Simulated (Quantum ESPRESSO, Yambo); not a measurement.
AgI (wurtzite, space group P6_3mc, No. 186) under biaxial strain (along x and y, z relaxed), counted from the cell relaxed with PBEsol, atoms relaxed at each step. PBEsol (Quantum ESPRESSO, PseudoDojo norm-conserving, 82 Ry, scalar-relativistic); G0W0 in Yambo (3×3×2 Γ-centred k mesh, bands 9 to 204 and a 7 Ry block in the screening, 204 bands in G with the Bruneval-Gonze terminator, plasmon pole fitted at 27.2 eV).

| strain s (%) | PBEsol direct gap at Γ (eV) | G0W0 direct gap at Γ (eV) |
|---|---|---|
| -2 | 1.189 | 2.321 |
| -1 | 1.211 | 2.351 |
| 0 | 1.228 | 2.372 |
| +1 | 1.243 | 2.396 |
| +2 | ? | ? |

Question: Fit a parabola in s to each column by least squares and predict the withheld row.

Answer: PBEsol: E = 1.228 + 0.0161 s − 0.0018 s² (largest residual 1 meV), giving 1.253 eV at s = +2; the run gave 1.254 eV, a miss of 1 meV. G0W0: E = 2.374 + 0.0231 s − 0.0015 s² (largest residual 2 meV), giving 2.414 eV at s = +2; the run gave 2.414 eV, a miss of 0 meV. The withheld row lies outside the fitted range, so this is an extrapolation. The GW settings are held fixed; their convergence isn't established. The screening block changes size along the series (313 vectors at -2 %, 289 vectors at -1 %, 299 vectors at +0 %, 299 vectors at +1 %, 311 vectors at +2 %), which puts steps into the G0W0 values. Spin-orbit coupling is left out, which matters for elements this heavy: edges can move by tenths of an eV.
